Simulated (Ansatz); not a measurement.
## Guessed and relaxed cells of Ca3H2C

The guess for Ca3H2C was made by a generator: ordered mixture on the anion sites of caesium chloride (P4/mmm, No. 123) (occupants of the shared sites, in ratio, C: 1, H: 2). The dimensions are guesses.

start.cif

```cif
data_structure
_symmetry_space_group_name_H-M 'P4/mmm'
_symmetry_Int_Tables_number 123
_cell_length_a 3.2028
_cell_length_b 3.2028
_cell_length_c 9.6083
_cell_angle_alpha 90.000
_cell_angle_beta 90.000
_cell_angle_gamma 90.000
_cell_volume 98.56
loop_
_atom_site_label
_atom_site_type_symbol
_atom_site_symmetry_multiplicity
_atom_site_Wyckoff_symbol
_atom_site_fract_x
_atom_site_fract_y
_atom_site_fract_z
_atom_site_occupancy
Ca1 Ca 2 g 0.00000 0.00000 0.83333 1
Ca2 Ca 1 b 0.00000 0.00000 0.50000 1
H1 H 2 h 0.50000 0.50000 0.33333 1
C1 C 1 c 0.50000 0.50000 0.00000 1
```

Theory: DFT PBE, scalar-relativistic, plane waves, PAW (Ansatz 0.2.0). Cutoff 420 eV, Gaussian smearing, Γ-centred meshes. Cell and atoms relax first on a coarse mesh and then on a finer one. In between, the cell is made exact in the group found at 0.06 Å. In metals the finer mesh still leaves noise of several meV/atom or more. The steps can't lower the symmetry of their start. No spin polarisation in the relaxation; trial moments died out in a coarse test.

end.cif

```cif
data_structure
_symmetry_space_group_name_H-M 'P4/mmm'
_symmetry_Int_Tables_number 123
_cell_length_a 3.1626
_cell_length_b 3.1626
_cell_length_c 10.0404
_cell_angle_alpha 90.000
_cell_angle_beta 90.000
_cell_angle_gamma 90.000
_cell_volume 100.42
loop_
_atom_site_label
_atom_site_type_symbol
_atom_site_symmetry_multiplicity
_atom_site_Wyckoff_symbol
_atom_site_fract_x
_atom_site_fract_y
_atom_site_fract_z
_atom_site_occupancy
Ca1 Ca 2 g 0.00000 0.00000 0.86200 1
Ca2 Ca 1 b 0.00000 0.00000 0.50000 1
H1 H 2 h 0.50000 0.50000 0.37833 1
C1 C 1 c 0.50000 0.50000 0.00000 1
```

The symmetry stays P4/mmm (No. 123). The volume per atom grows by 1.9 %, from 16.4 to 16.7 Å³. The shortest distance goes from 2.77 Å (Ca–C and Ca–H) to 2.44 Å (H–H). The energy falls by about 0.12 eV/atom (the start's value is from the coarse mesh).

| Item | Value |
| --- | --- |
| Volume per atom | 16.74 Å³ |
| Density | 2.22 g/cm³ |
| Energy over the elements | +0.22 eV/atom |
| Gap on the 12×12×4 mesh of the 6-atom cell | 0 eV (a metal) |

Formation energies are uncorrected and refer to the elements' standard structures at the same level (H₂ as a molecule). A positive value: parting into the elements would lower its energy.

The last run used Gaussian smearing of 0.10 eV. The reference form of C is held partly by dispersion forces, which this level lacks. With hydrogen, zero-point motion can shift formation energies by some tens of meV/atom. A structure relaxed within its symmetry needn't be a true minimum. In all, the 3 runs took 89 s on 1 thread of Arm Neoverse V1, with other jobs on the host.
